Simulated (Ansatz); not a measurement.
KBr:
```xyz
2
Lattice="0.0000 3.2750 3.2750 3.2750 0.0000 3.2750 3.2750 3.2750 0.0000" Properties=species:S:1:pos:R:3 pbc="T T T"
K      0.0000     0.0000     0.0000
Br     3.2750     3.2750     3.2750
```

x, y and z are the axes in which the lattice vectors are written.

Task: Give the high-frequency dielectric tensor and the Born effective charge tensors of the independent atoms from DFPT, the program Ansatz at the PBEsol level (PAW).

Result: 
ε∞:
```
2.62  0.00  0.00
0.00  2.62  0.00
0.00  0.00  2.62
```
Z* of atom 1 (K), rows: field, columns: displacement, in e:
```
1.12  0.00  0.00
0.00  1.12  0.00
0.00  0.00  1.12
```
Z* of atom 2 (Br), rows: field, columns: displacement, in e:
```
-1.12   0.00   0.00
 0.00  -1.12   0.00
 0.00   0.00  -1.12
```

Space group Fm-3m (rock salt). Symmetry was held in the PBEsol relaxation. Spin–orbit coupling is left out wherever it is not named.

Potentials: the later of the program's two PAW sets.
